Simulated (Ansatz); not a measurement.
An Ansatz (an electronic-structure program) run. Input:

Ansatz 0.2 input:
```yaml
crystal:
  lattice:
    - [4.3128406998, 0.0, 0.0]
    - [-2.1564203499, 3.7350296085, 0.0]
    - [0.0, 0.0, 14.1546119463]
  atoms:
    - { symbol: Ga, position: [0.6666666667, 0.3333333333, 0.9997710011] }
    - { symbol: Sb, position: [0.6666666667, 0.3333333333, 0.1877566794] }
    - { symbol: Ga, position: [0.0, 0.0, 0.2504909045] }
    - { symbol: Sb, position: [0.0, 0.0, 0.4369814149] }
    - { symbol: Ga, position: [0.3333333333, 0.6666666667, 0.4997710011] }
    - { symbol: Sb, position: [0.3333333333, 0.6666666667, 0.6877566794] }
    - { symbol: Ga, position: [0.0, 0.0, 0.7504909045] }
    - { symbol: Sb, position: [0.0, 0.0, 0.9369814149] }
kpoints:
  mp_grid: { grid: [8, 8, 3] }
  band_path:
    path:
      - [[0.0, 0.0, 0.0], [0.5, 0.0, 0.0], [0.3333333333, 0.3333333333, 0.0], [0.0, 0.0, 0.0], [0.0, 0.0, 0.5], [0.5, 0.0, 0.5], [0.3333333333, 0.3333333333, 0.5], [0.0, 0.0, 0.5]]  # Γ-M-K-Γ-A-L-H-A
      - [[0.5, 0.0, 0.5], [0.5, 0.0, 0.0]]  # L-M
      - [[0.3333333333, 0.3333333333, 0.5], [0.3333333333, 0.3333333333, 0.0]]  # H-K
    npoints: 8
basis: { xc_grid: 2 }
hamiltonian:
  xc: pbesol
  pseudopotentials: { azcp: { folder: ./paw }, kind: paw_fr }
magnetization: { noncollinear: true, spin_orbit: true }
scf:
  n_extra_bands: 16
  convergence: { dr2_threshold: 0.0000000001 }
  occupations: { method: gaussian, width: 0.05 }
output: { eigenvalues: true }
```

Output (shortened):

```
Pseudopotential: Ga, paw, valence charge 13
Pseudopotential: Sb, paw, valence charge 15
Functional definition: PBEsol
non-collinear run that drives no moment, with spin-orbit …
Crystal: 8 atoms, lattice volume = 228.011 Å³
Basis set: ecut = 420 eV, 4445 PW (Γ), exchange–correlation on 60×60×192 points (8 copies of the dense FFT grid, shifted against one another)
Bands: 128, of which v1, the nominal top of the filled ones, is band 112 counted from 1 (111 counted from 0)
Symmetry: 12 space group operations + 12 with time reversal
k-points: 20 of 192 (time reversal used)
Projection manifold: j_resolved (fully-relativistic pseudo-atomic orbitals)
SCF iter   1: F=—  HF=-40616.461644 eV  |F-HF|=—  |Δ(HF+E_count)|=         —  Δρ=3.17e-2  dr2=1.63e0  dr2_m=0.00e0 (ungated)  ethr=3.10e-3  |M|=0.00e0 ∫|m|=0.00e0 μB  |m|>n=0.0e0 m-floor=0.0e0 τ_xc=0.0e0  β_m=0.30  ⟨swp⟩=6.9  Hψ=13173  notcnv=0  defer=5
preconditioner: auto → Resta (q_TF=auto, 2.423 Å⁻¹)
spin=Noncollinear: Resta preconditioning applied to the charge; magnetization (m_x, m_y, m_z) channels mix plain (no charge-response kernel on spin).
SCF iter   2: F=—  HF=-40616.314099 eV  |F-HF|=—  |Δ(HF+E_count)|=   1.48e-1  Δρ=2.36e-2  dr2=9.29e-1  dr2_m=0.00e0 (ungated)  ethr=1.45e-3  |M|=0.00e0 ∫|m|=0.00e0 μB  |m|>n=0.0e0 m-floor=0.0e0 τ_xc=0.0e0  β_m=0.65  ⟨swp⟩=1.4  Hψ=3032  notcnv=0  defer=45
SCF iter   3: F=—  HF=-40616.132867 eV  |F-HF|=—  |Δ(HF+E_count)|=   1.81e-1  Δρ=1.96e-3  dr2=1.72e-2  dr2_m=0.00e0 (ungated)  ethr=8.29e-4  |M|=0.00e0 ∫|m|=0.00e0 μB  |m|>n=0.0e0 m-floor=0.0e0 τ_xc=0.0e0  β_m=0.73  ⟨swp⟩=2.0  Hψ=2890  notcnv=0  defer=170
SCF iter   4: F=—  HF=-40616.137871 eV  |F-HF|=—  |Δ(HF+E_count)|=   5.00e-3  Δρ=8.97e-4  dr2=2.42e-3  dr2_m=0.00e0 (ungated)  ethr=1.54e-5  |M|=0.00e0 ∫|m|=0.00e0 μB  |m|>n=0.0e0 m-floor=0.0e0 τ_xc=0.0e0  β_m=0.86  ⟨swp⟩=2.0  Hψ=3120  notcnv=0  defer=188
SCF iter   5: F=—  HF=-40616.140012 eV  |F-HF|=—  |Δ(HF+E_count)|=   2.14e-3  Δρ=2.19e-4  dr2=8.72e-5  dr2_m=0.00e0 (ungated)  ethr=2.16e-6  |M|=0.00e0 ∫|m|=0.00e0 μB  |m|>n=0.0e0 m-floor=0.0e0 τ_xc=0.0e0  β_m=0.80  ⟨swp⟩=2.0  Hψ=3777  notcnv=0  defer=188
SCF iter   6: F=—  HF=-40616.140015 eV  |F-HF|=—  |Δ(HF+E_count)|=   3.01e-6  Δρ=1.55e-4  dr2=4.29e-5  dr2_m=0.00e0 (ungated)  ethr=7.79e-8  |M|=0.00e0 ∫|m|=0.00e0 μB  |m|>n=0.0e0 m-floor=0.0e0 τ_xc=0.0e0  β_m=0.72  ⟨swp⟩=2.0  Hψ=4294  notcnv=0  defer=188
SCF iter   7: F=—  HF=-40616.140029 eV  |F-HF|=—  |Δ(HF+E_count)|=   1.44e-5  Δρ=4.42e-5  dr2=4.52e-6  dr2_m=0.00e0 (ungated)  ethr=3.83e-8  |M|=0.00e0 ∫|m|=0.00e0 μB  |m|>n=0.0e0 m-floor=0.0e0 τ_xc=0.0e0  β_m=0.86  ⟨swp⟩=2.0  Hψ=3812  notcnv=0  defer=188
SCF iter   8: F=—  HF=-40616.139960 eV  |F-HF|=—  |Δ(HF+E_count)|=   6.90e-5  Δρ=1.04e-5  dr2=3.47e-7  dr2_m=0.00e0 (ungated)  ethr=4.03e-9  |M|=0.00e0 ∫|m|=0.00e0 μB  |m|>n=0.0e0 m-floor=0.0e0 τ_xc=0.0e0  β_m=0.93  ⟨swp⟩=2.6  Hψ=4248  notcnv=0  defer=188
SCF iter  12: F=-40616.139961 eV  HF=-40616.139961 eV  |F-HF|=4.37e-11  |Δ(HF+E_count)|=  3.06e-10  Δρ=1.57e-7  dr2=5.55e-11  dr2_m=0.00e0 (ungated)  ethr=1.00e-12  |M|=0.00e0 ∫|m|=0.00e0 μB  |m|>n=0.0e0 m-floor=0.0e0 τ_xc=0.0e0  ⟨swp⟩=9.9  Hψ=9921  notcnv=0
SCF 1 converged in 12 iterations: F = -40616.139961 eV  dr2 = 5.55e-11
NSCF: frozen V_eff on 75 k-points
SCF converged after 12 iterations
Magnetization: |M| = 0.0000 μB,  M = (+0.0000, +0.0000, +0.0000) μB
Absolute magnetization: 0.0000 μB (∫|m|)
  site 0: m = (+0.0000, +0.0000, +0.0000) μB, |m| = 0.0000 μB  (R = 1.09 Å)
  site 1: m = (+0.0000, +0.0000, +0.0000) μB, |m| = 0.0000 μB  (R = 1.09 Å)
  site 2: m = (+0.0000, +0.0000, +0.0000) μB, |m| = 0.0000 μB  (R = 1.09 Å)
  site 3: m = (+0.0000, +0.0000, +0.0000) μB, |m| = 0.0000 μB  (R = 1.09 Å)
  site 4: m = (+0.0000, +0.0000, +0.0000) μB, |m| = 0.0000 μB  (R = 1.09 Å)
  site 5: m = (+0.0000, +0.0000, +0.0000) μB, |m| = 0.0000 μB  (R = 1.09 Å)
  site 6: m = (+0.0000, +0.0000, +0.0000) μB, |m| = 0.0000 μB  (R = 1.09 Å)
  site 7: m = (+0.0000, +0.0000, +0.0000) μB, |m| = 0.0000 μB  (R = 1.09 Å)
Free energy (F): -40616.139961 eV
Harris-Foulkes:  -40616.139961 eV  (|F-HF|=4.37e-11)
Internal energy: -40616.139752 eV  (E = F + TS)
E sigma→0 (E₀):  -40616.139856 eV
Entropy (-TS):   -0.000210 eV (-0.026 meV/atom)
Fermi energy:    7.973159 eV
--- Per-component energies (eV) ---
  E_band       = -1039.191930
  E_kinetic    = 1103.390784
  E_local      = -13519.016889  (includes V_loc(G=0)·N_el)
  E_nonlocal   = 1202.612924
  E_hartree    = 6913.121856
  E_xc         = -641.527053
  E_vxc        = -584.332262  (∫ρ·V_xc dr)
  E_paw        = -25696.501342  (= ΣΔE_a)
  E_vpaw       = -3068.089566  (= ΣTr[D̂ρ^β])
  E_aug_tail   = -0.000281  (compensation charges beyond the density's cutoff)
  E_ewald      = -9983.022918
  E_core_change = 4.803168  (= ΣΔE_core)
  E_smearing   = -0.000210  (= −TS)
  E_closure    = 0.000000  (closes the sum)
  Σ components = -40616.139961   (vs F -40616.139961, Δ=0.00e0)
  [band-id]    e_kinetic+e_local+e_nonlocal+2·e_hartree+e_vxc+e_vpaw+e_augmentation_tail = -1039.191578   (vs E_band -1039.191930, Δ=3.52e-4)
--- Band table (eV; the first three rows and the last of 20) ---
  k-point 0: bands = ["-21.6776", "-21.6776", "-21.6772", "-21.6772", "-21.6750", "-21.6750", "-21.6748", "-21.6748", "-21.6747", "-21.6747", "-21.6745", "-21.6745", "-21.6743", "-21.6743", "-21.6743", "-21.6743", "-20.4438", "-20.4438", "-20.4435", …
  k-point 1: bands = ["-21.6775", "-21.6775", "-21.6773", "-21.6773", "-21.6750", "-21.6750", "-21.6749", "-21.6749", "-21.6746", "-21.6746", "-21.6744", "-21.6744", "-21.6744", "-21.6744", "-21.6743", "-21.6743", "-20.4437", "-20.4437", "-20.4436", …
  k-point 2: bands = ["-21.6775", "-21.6774", "-21.6772", "-21.6771", "-21.6748", "-21.6748", "-21.6748", "-21.6747", "-21.6746", "-21.6745", "-21.6745", "-21.6742", "-21.6742", "-21.6741", "-21.6741", "-21.6740", "-20.4436", "-20.4435", "-20.4434", …
  k-point 19: bands = ["-21.6769", "-21.6769", "-21.6766", "-21.6766", "-21.6744", "-21.6744", "-21.6744", "-21.6743", "-21.6734", "-21.6734", "-21.6730", "-21.6729", "-21.6728", "-21.6727", "-21.6725", "-21.6725", "-20.4425", "-20.4425", "-20.4416", …
```

Cost: around 8 core-minutes (rough) on shared cores.

Space group P6_3mc. The start of the workflow was typed in or built on a structure type; the Crystallography Open Database copy checked does not list it. It is not the phase usual at ambient conditions (space group No. 216). Symmetry was held in the PBEsol relaxation; its stability against distortions is not shown here.

Potentials: the earlier of the program's two PAW sets. The files were generated under PBE; for other functionals the program regenerates the frozen cores, and for LDA and PBEsol the local potential too.

Ansatz is a plane-wave DFT program.
